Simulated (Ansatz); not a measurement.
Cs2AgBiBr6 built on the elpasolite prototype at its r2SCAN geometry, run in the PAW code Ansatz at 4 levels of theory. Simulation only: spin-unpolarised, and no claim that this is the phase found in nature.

The LDA input:
```yaml
crystal:
  lattice:
    - [0.0, 5.6726964786, 5.6726964786]
    - [5.6726964786, 0.0, 5.6726964786]
    - [5.6726964786, 5.6726964786, 0.0]
  atoms:
    - { symbol: Cs, position: [0.25, 0.25, 0.25] }
    - { symbol: Cs, position: [0.75, 0.75, 0.75] }
    - { symbol: Ag, position: [0.0, 0.0, 0.0] }
    - { symbol: Bi, position: [0.5, 0.5, 0.5] }
    - { symbol: Br, position: [0.2481704949, 0.7518295051, 0.7518295051] }
    - { symbol: Br, position: [0.2481704949, 0.7518295051, 0.2481704949] }
    - { symbol: Br, position: [0.7518295051, 0.2481704949, 0.7518295051] }
    - { symbol: Br, position: [0.7518295051, 0.2481704949, 0.2481704949] }
    - { symbol: Br, position: [0.7518295051, 0.7518295051, 0.2481704949] }
    - { symbol: Br, position: [0.2481704949, 0.2481704949, 0.7518295051] }
kpoints:
  mp_grid: { grid: [4, 4, 4] }
  band_path:
    path:
      - [0.0, 0.0, 0.0]
      - [0.5, 0.0, 0.5]
      - [0.625, 0.25, 0.625]
      - [0.375, 0.375, 0.75]
      - [0.5, 0.5, 0.5]
      - [0.5, 0.25, 0.75]
      - [0.0, 0.5, 0.5]
      - [0.0, 0.0, 0.5]
      - [0.5, 0.4, 0.6]
    npoints: 1
hamiltonian:
  xc: lda
scf:
  occupations: { method: fixed }
  n_extra_bands: 6
output:
  forces: true
  stress: true
  eigenvalues: true
  write_density: true
  write_potential: true
  elf: true
  volumetric_format: npy
```

Main results, then, where recorded, the levels near the gap in eV from the Fermi energy (columns number the bands from 0), one row a point of the path (Γ, X, U, K, L, W, X, L, L–W (0.40)):
```
Crystal: 10 atoms, lattice volume = 365.089 Å³
Symmetry: 48 space group operations
Space group: Fm-3m (ITA 225)
```
```
Basis set: ecut = 420 eV, 7119 PW (Γ)
k-points: 8 of 64
SCF converged after 7 iterations
Free energy (F): -46727.721687 eV
Fermi energy:    3.697825 eV
--- Forces (eV/Å), atoms counted from 1 ---
  atom   1  Cs      0.00000      0.00000      0.00000
  atom   2  Cs      0.00000      0.00000      0.00000
  atom   3  Ag      0.00000      0.00000      0.00000
  atom   4  Bi      0.00000      0.00000      0.00000
  atom   5  Br      0.11591      0.00000      0.00000
  atom   6  Br      0.00000    -0.11591      0.00000
  atom   7  Br      0.00000      0.11591      0.00000
  atom   8  Br    -0.11591      0.00000      0.00000
  atom   9  Br      0.00000      0.00000      0.11591
  atom  10  Br      0.00000      0.00000    -0.11591
--- Stress (GPa, compression-positive) ---
       -2.280319       0.000000       0.000000
        0.000000      -2.280319       0.000000
        0.000000       0.000000      -2.280319
  P = ⅓ Tr σ = -2.2803 GPa (-22.803 kbar)
```
```tsv
band_42	band_43	band_44	band_45	band_46	band_47	band_48	band_49
-1.055	-1.055	-1.055	-0.589	-0.589	2.147	2.147	2.147
-1.428	-1.428	-1.072	-0.595	0.000	2.638	2.638	2.992
-1.443	-1.396	-1.236	-0.915	-0.204	2.171	2.903	3.127
-1.443	-1.396	-1.236	-0.915	-0.204	2.171	2.903	3.127
-1.363	-1.363	-1.363	-1.126	-1.126	1.118	3.507	3.507
-1.434	-1.307	-1.307	-1.171	-0.092	2.481	2.832	2.832
-1.428	-1.428	-1.072	-0.595	0.000	2.638	2.638	2.992
-1.363	-1.363	-1.363	-1.126	-1.126	1.118	3.507	3.507
-1.429	-1.366	-1.325	-1.109	-0.694	1.465	3.287	3.416
```

The LDA gap is indirect, 1.12 eV (X to L), below the direct gap of 2.16 eV at L–W (0.40 of the way from L).

Question: Another run on the same cell gave
```
Basis set: ecut = 500 eV, 9305 PW (Γ)
k-points: 8 of 64
SCF converged after 7 iterations
Free energy (F): -48157.095698 eV
Fermi energy:    3.773533 eV
--- Forces (eV/Å), atoms counted from 1 ---
  atom   1  Cs      0.00000      0.00000      0.00000
  atom   2  Cs      0.00000      0.00000      0.00000
  atom   3  Ag      0.00000      0.00000      0.00000
  atom   4  Bi      0.00000      0.00000      0.00000
  atom   5  Br      0.00119      0.00000      0.00000
  atom   6  Br      0.00000    -0.00119      0.00000
  atom   7  Br      0.00000      0.00119      0.00000
  atom   8  Br    -0.00119      0.00000      0.00000
  atom   9  Br      0.00000      0.00000      0.00119
  atom  10  Br      0.00000      0.00000    -0.00119
--- Stress (GPa, compression-positive) ---
       -0.006507       0.000000       0.000000
        0.000000      -0.006507       0.000000
        0.000000       0.000000      -0.006507
  P = ⅓ Tr σ = -0.0065 GPa (-0.065 kbar)
```
```tsv
band_42	band_43	band_44	band_45	band_46	band_47	band_48	band_49
-1.238	-1.238	-1.238	-0.658	-0.658	2.649	2.649	2.649
-1.560	-1.560	-1.253	-0.663	0.000	3.096	3.096	3.425
-1.578	-1.544	-1.400	-0.990	-0.199	2.663	3.341	3.547
-1.578	-1.544	-1.400	-0.990	-0.199	2.663	3.341	3.547
-1.535	-1.535	-1.381	-1.242	-1.242	1.673	3.902	3.902
-1.565	-1.476	-1.476	-1.229	-0.100	2.960	3.275	3.275
-1.560	-1.560	-1.253	-0.663	0.000	3.096	3.096	3.425
-1.535	-1.535	-1.381	-1.242	-1.242	1.673	3.902	3.902
-1.580	-1.533	-1.493	-1.213	-0.708	1.993	3.696	3.817
```
Which level of theory and mesh gave it?

Answer: It is r2SCAN, on 4×4×4; the blocks that differ from the first input, but for the band path:
```yaml
hamiltonian:
  xc: r2scan
```
The r2SCAN gap is indirect, 1.67 eV (X to L), below the direct gap of 2.70 eV at L–W (0.40 of the way from L). The mean stress is close to zero (-0.01 GPa).

Question: In the first input these blocks are replaced (the band path and keys that only write files left aside):
```yaml
kpoints:
  mp_grid: { grid: [2, 2, 2] }
hamiltonian:
  xc: hse06
```
What comes out?

Answer:
```
Basis set: ecut = 420 eV, 7119 PW (Γ)
k-points: 3 of 8
Exchange kernel: α = 0.2500, screened, ω = 0.2079 Å⁻¹, Wigner–Seitz truncation, v(0) = 1027.2853 eV·Å³, q-mesh 2×2×2
hybrid outer 1: dexx = +2.759e-2 eV, tail = 7.90e-5 eV
hybrid outer 2: dexx = +1.177e-6 eV, tail = 4.04e-8 eV, Δε = 2.29e-3 eV, ΔF = 4.38e-3 eV/Å
hybrid SCF converged: 2 outer / 12 inner (+4 warm-up)
Free energy (F): -48067.590297 eV
Fermi energy:    3.408970 eV
--- Forces (eV/Å), atoms counted from 1 ---
  atom   1  Cs      0.00000      0.00000      0.00000
  atom   2  Cs      0.00000      0.00000      0.00000
  atom   3  Ag      0.00000      0.00000      0.00000
  atom   4  Bi      0.00000      0.00000      0.00000
  atom   5  Br    -0.18522      0.00000      0.00000
  atom   6  Br      0.00000      0.18522      0.00000
  atom   7  Br      0.00000    -0.18522      0.00000
  atom   8  Br      0.18522      0.00000      0.00000
  atom   9  Br      0.00000      0.00000    -0.18522
  atom  10  Br      0.00000      0.00000      0.18522
--- Stress (GPa, compression-positive) ---
        0.484922       0.000000       0.000000
        0.000000       0.484922       0.000000
        0.000000       0.000000       0.484922
  P = ⅓ Tr σ = 0.4849 GPa (4.849 kbar)
```
```tsv
band_42	band_43	band_44	band_45	band_46	band_47	band_48	band_49
-1.317	-1.317	-1.317	-0.798	-0.798	3.114	3.114	3.114
-1.770	-1.770	-1.331	-0.804	0.000	3.594	3.594	3.953
-1.769	-1.708	-1.495	-1.137	-0.204	3.167	3.860	4.067
-1.769	-1.708	-1.495	-1.137	-0.204	3.167	3.860	4.067
-1.603	-1.603	-1.385	-1.385	-1.319	2.149	4.443	4.443
-1.749	-1.577	-1.577	-1.405	-0.109	3.479	3.788	3.788
-1.770	-1.770	-1.331	-0.804	0.000	3.594	3.594	3.953
-1.603	-1.603	-1.385	-1.385	-1.319	2.149	4.443	4.443
-1.709	-1.643	-1.568	-1.358	-0.735	2.479	4.225	4.354
```
HSE06 gives an indirect gap of 2.15 eV, from X to L; the least direct gap is 3.21 eV at L–W (0.40 of the way from L). The mean stress, +0.5 GPa, is small, and the program warns that its thresholds are loose for a hybrid's stress.

Question: In the first input these blocks are replaced (the band path and keys that only write files left aside):
```yaml
crystal:
  host: atoms
kpoints:
  mp_grid: { grid: [2, 2, 2] }
hamiltonian:
  xc:
    exchange: pbe
    correlation: pbe
    exx: { coeff: inverse_dielectric }
```
What comes out?

Answer:
```
ε∞ on k-mesh 2×2×2 of a primitive cell: xx 5.0228, yy 5.0228, zz 5.0228; 3/Tr ε∞, of that cell with its empty space = 0.19909361580984042
Basis set: ecut = 420 eV, 7119 PW (Γ)
k-points: 3 of 8
hybrid outer 1: dexx = +2.149e-2 eV, tail = 4.36e-5 eV
hybrid outer 2: dexx = +7.971e-7 eV, tail = 1.91e-8 eV, Δε = 1.76e-3 eV, ΔF = 4.35e-3 eV/Å
hybrid SCF converged: 2 outer / 12 inner (+4 warm-up)
Free energy (F): -48056.735785 eV
Fermi energy:    3.271238 eV
--- Forces (eV/Å), atoms counted from 1 ---
  atom   1  Cs      0.00000      0.00000      0.00000
  atom   2  Cs      0.00000      0.00000      0.00000
  atom   3  Ag      0.00000      0.00000      0.00000
  atom   4  Bi      0.00000      0.00000      0.00000
  atom   5  Br    -0.15345      0.00000      0.00000
  atom   6  Br      0.00000      0.15345      0.00000
  atom   7  Br      0.00000    -0.15345      0.00000
  atom   8  Br      0.15345      0.00000      0.00000
  atom   9  Br      0.00000      0.00000    -0.15345
  atom  10  Br      0.00000      0.00000      0.15345
--- Stress (GPa, compression-positive) ---
        0.569966       0.000000       0.000000
        0.000000       0.569966       0.000000
        0.000000       0.000000       0.569966
  P = ⅓ Tr σ = 0.5700 GPa (5.700 kbar)
```
```tsv
band_42	band_43	band_44	band_45	band_46	band_47	band_48	band_49
-1.309	-1.309	-1.309	-0.768	-0.768	3.465	3.465	3.465
-1.747	-1.747	-1.324	-0.775	0.000	3.951	3.951	4.312
-1.749	-1.692	-1.484	-1.112	-0.201	3.508	4.216	4.426
-1.749	-1.692	-1.484	-1.112	-0.201	3.508	4.216	4.426
-1.597	-1.597	-1.371	-1.371	-1.342	2.487	4.809	4.809
-1.735	-1.568	-1.568	-1.377	-0.106	3.818	4.143	4.143
-1.747	-1.747	-1.324	-0.775	0.000	3.951	3.951	4.312
-1.597	-1.597	-1.371	-1.371	-1.342	2.487	4.809	4.809
-1.696	-1.633	-1.562	-1.341	-0.734	2.816	4.584	4.718
```
With DDH-PBE0 the valence top lies at X and the conduction bottom at L, 2.49 eV higher; the smallest vertical gap, at L–W (0.40 of the way from L), is 3.55 eV. The mean pressure at these positions is +0.6 GPa, compression counted positive. (The program warns that its thresholds are loose for a hybrid's stress.)

The hybrids run on coarser meshes, which limits their stresses and small splittings of levels.

Totals of different functionals can't be compared.

Spin-orbit coupling is left out; in compounds of Pb, Bi, Tl or Hg it can lower a gap by up to about 1 eV, split its edges or invert the bands.

The meshes of the hybrids are coarse, so their gaps aren't converged to the digits shown.
